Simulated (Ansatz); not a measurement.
Level of theory: DFT PBE, scalar-relativistic, plane waves, PAW in Ansatz 0.2.0. All cells share a 420 eV cutoff and Γ-centred k meshes spaced at most about 0.3 Å⁻¹ (about 0.25 or finer for metals, 2π included). Collinear spin in cells that started with moments and kept them past the coarse steps, no spin elsewhere.

All energies are static (0 K, no zero-point motion).

Two relaxed structures of CrB₃S₂:

1. (no spin)

```
CELL_PARAMETERS angstrom
4.00287 0.00000 0.00000
-2.00144 3.46659 0.00000
0.00000 0.00000 7.28632
ATOMIC_POSITIONS crystal
Cr 0.00000 0.00000 0.00000
B 0.50000 0.00000 0.00000
B 0.00000 0.50000 0.00000
B 0.50000 0.50000 0.00000
S 0.00000 0.00000 0.69935
S 0.00000 0.00000 0.30065
```

2. (site moments Cr 1.1 (×2) μB)

```
CELL_PARAMETERS angstrom
2.90365 0.00000 0.00000
-1.45182 2.51463 0.00000
0.00000 0.00000 16.33977
ATOMIC_POSITIONS crystal
Cr 0.00000 0.00000 0.75000
Cr 0.00000 0.00000 0.25000
B 0.66667 0.33333 0.34190
B 0.33333 0.66667 0.84190
B 0.33333 0.66667 0.65810
B 0.66667 0.33333 0.15810
B 0.00000 0.00000 0.50000
B 0.00000 0.00000 0.00000
S 0.33333 0.66667 0.41701
S 0.66667 0.33333 0.91701
S 0.33333 0.66667 0.08299
S 0.66667 0.33333 0.58299
```

**Question.** Which would you expect to be lower, and how large is the difference?

**Answer.** Cell 1 is lower, by 196 meV/atom. Cell 1 has space group P6/mmm (No. 191), 16.9 Å³/atom and no gap on its mesh; cell 2 has space group P6_3/mmc (No. 194), 9.9 Å³/atom and no gap. Counting B or S atoms around Cr (for each partner element, those within 1.25 times its shortest distance or 1.15 times the sum of covalent radii, where it is the nearest in units of that sum or under 1.3), cell 1 has Cr 8 and cell 2 has Cr 6. Their magnetic states differ too. Even the lower one lies +0.60 eV/atom against the reference forms of the elements (uncorrected), so neither is stable at this level. Both come from invented guesses.

Weakly bound directions are ill-defined at this level, which has no dispersion term (P6/mmm), and this can change margins and order among such cells. In P6/mmm an odd number of electrons in the primitive cell allows no gap without spin; a larger cell or a magnetic state could open one. No Hubbard U is applied to the 3d shell of Cr. The magnetic state reached may not be the lowest. Trial moments died out on the coarse mesh in P6/mmm; another magnetic start might hold. Cells relaxed within their symmetry can be saddle points. Some candidate types were left out of the draw beforehand, so a known form may be missing.
